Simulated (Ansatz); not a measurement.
Ta$_{2}$SiN:
```yaml
crystal:
  lattice:
    - [3.23100, 0.00000, 0.00000]
    - [-1.61550, 2.79812, 0.00000]
    - [0.00000, 0.00000, 12.11563]
  atoms:
    - { symbol: Si, position: [0.33333, 0.66667, 0.75000] }
    - { symbol: Si, position: [0.66667, 0.33333, 0.25000] }
    - { symbol: Ta, position: [0.33333, 0.66667, 0.09546] }
    - { symbol: Ta, position: [0.66667, 0.33333, 0.59546] }
    - { symbol: Ta, position: [0.66667, 0.33333, 0.90454] }
    - { symbol: Ta, position: [0.33333, 0.66667, 0.40454] }
    - { symbol: N, position: [0.00000, 0.00000, 0.00000] }
    - { symbol: N, position: [0.00000, 0.00000, 0.50000] }
```

Relaxed with PBE. Special points in fractions of this cell's reciprocal vectors: Γ (0.000, 0.000, 0.000); M (0.500, 0.000, 0.000); K (0.333, 0.333, 0.000); A (0.000, 0.000, 0.500); L (0.500, 0.000, 0.500); H (0.333, 0.333, 0.500).

Question: List the band energies nearest the Fermi level at these points for the program Ansatz at the PBE level (PAW).

Answer: In eV from the Fermi level; about four levels below and three above (degenerate sets whole), none deeper than 8.9 eV; points with the same levels are listed once.

| k | below | above |
|---|---|---|
| Γ | -1.17 -1.17 -0.35 -0.35 -0.22 | 0.34 0.50 0.50 |
| M | -3.33 -3.10 -0.75 -0.16 | 0.23 0.64 1.04 |
| K | -2.11 -0.57 -0.57 -0.45 | 0.31 0.31 1.96 |
| A | -0.02 -0.02 -0.02 -0.02 | 0.71 0.71 1.63 1.63 1.63 1.63 |
| L | -3.23 -3.23 -0.49 -0.49 | 0.45 0.45 1.52 1.52 |
| H | -1.36 -1.36 -0.70 -0.70 | 0.45 0.45 2.44 2.44 |

Space group P6_3/mmc. The start of the workflow was typed in or built on a structure type; neither database checked (COD, Materials Project) lists it. Its standing as an ambient phase is unchecked. The PBE relaxation kept the symmetry of its start; whether a distortion lowers the energy is not shown. The run is not spin-polarised. Spin–orbit coupling is left out wherever it is not named.

Potentials: the later of the program's two PAW sets.
